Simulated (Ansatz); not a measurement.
The start is a generated cell, Ni built in the fcc structure type. The cell and all atomic positions are relaxed at zero pressure with PBE (plane waves to 420 eV, PAW, scalar-relativistic; Ansatz, a quantum-chemistry and plane-wave program). The first steps use a coarse 16×16×16 k-mesh.

Initial structure:
```
Ni
1.0
    0.00000     1.76000     1.76000
    1.76000     0.00000     1.76000
    1.76000     1.76000     0.00000
Ni
1
Cartesian
  0.00000   0.00000   0.00000
```
Spin-polarised start, with parallel moments on Ni.

Energy released: under 0.01 eV/atom
Shortest distances (start → end): The closest pairs of elements (up to four, under 3.6 Å), start → end: Ni–Ni 2.49 → 2.49 Å
Band gap at the end: no gap (metallic)
Moments at the end: net 0.63 μB/atom, ferromagnetic
Optimiser moves: 4

Final values are on a 23×23×23 k-mesh of the relaxed cell. Spin state reached: ferromagnetic (net 0.63 μB/atom), from parallel starting moments; other spin orders were not run from this start.

The run could not lose the symmetry of its start; a randomly shaken copy of 2 atoms returns to this structure.
